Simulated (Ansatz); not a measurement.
Ga:
Space group I4/mmm (No. 139); a = 2.8005 Å, b = 2.8005 Å, c = 4.5208 Å, α = 90.00°, β = 90.00°, γ = 90.00°

| atom | site | symmetry | x | y | z |
|---|---|---|---|---|---|
| Ga | 2a | 4/mmm | 0.0000 | 0.0000 | 0.0000 |
(The calculation used a cell of 1 atom; values per cell refer to that cell.)

Relaxed at zero pressure with the program Ansatz at the PBEsol level (PAW).

Q: The volume is lowered by 6 % and shape and atoms relax at that volume. What pressure results, and how do the axes share the change?

A: 4.3 GPa; a -1.9 %, b -1.9 %, c -2.4 %; the energy rises by 14 meV/atom.

Q: Give the new structure.

A: 
Space group I4/mmm (No. 139); a = 2.7478 Å, b = 2.7478 Å, c = 4.4142 Å, α = 90.00°, β = 90.00°, γ = 90.00°

```
atom  site  symmetry       x       y       z
----  ----  --------  ------  ------  ------
Ga      2a     4/mmm  0.0000  0.0000  0.0000
```

The phase is kept; no other phase was compared at this pressure.

The workflow started from a Materials Project entry (that database holds measured and hypothetical structures alike); the Crystallography Open Database copy checked does not list it. It is not the phase usual at ambient conditions (space group No. 64). Symmetry was held in the PBEsol relaxation; its stability against distortions is not shown here. Axis ratios of metals converge slowly with the k-mesh, so a and c are less sure than the volume.

Potentials: the earlier of the program's two PAW sets.
